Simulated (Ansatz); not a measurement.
**HfSi: from a first guess to the relaxed NiAs type**

First guess:

```xyz
4
Lattice="4.0150 0.0000 0.0000 -2.0075 3.4771 0.0000 0.0000 0.0000 6.0224" Properties=species:S:1:pos:R:3 pbc="T T T"
Hf    0.0000    0.0000    0.0000
Hf    0.0000    0.0000    3.0112
Si    0.0000    2.3180    1.5056
Si    2.0075    1.1590    4.5168
```

These are results of DFT, PBEsol, PAW with Ansatz's default frozen-core files, scalar-relativistic in Ansatz 0.2.0, not measurements.

Cell and atoms relax within the symmetry of the start on a 10×10×6 k mesh with 0.05 eV Fermi–Dirac smearing.

The start is built from a prototype, known or not as a phase of this compound; the cutoff is 420 eV.

Spin–orbit coupling is left out, though it moves levels of the heavy atoms by tenths of an eV or more.

Task: What is the pressure of the first guess?

Result: -3.48 GPa.

Task: What does it relax to?

Result: a = 3.689 Å, b = 3.689 Å, c = 6.615 Å, α = 90.00°, β = 90.00°, γ = 120.00° (conventional cell), 19.49 Å³ per atom:
```cif
data_structure
_symmetry_space_group_name_H-M 'P6_3/mmc'
_symmetry_Int_Tables_number 194
_cell_length_a 3.6893
_cell_length_b 3.6893
_cell_length_c 6.6148
_cell_angle_alpha 90.000
_cell_angle_beta 90.000
_cell_angle_gamma 120.000
_cell_volume 77.97
loop_
_atom_site_label
_atom_site_type_symbol
_atom_site_symmetry_multiplicity
_atom_site_Wyckoff_symbol
_atom_site_fract_x
_atom_site_fract_y
_atom_site_fract_z
_atom_site_occupancy
Hf1 Hf 2 a 0.00000 0.00000 0.00000 1
Si1 Si 2 c 0.33333 0.66667 0.25000 1
```

Task: How much energy does the relaxation release?

Result: 170 meV/atom.
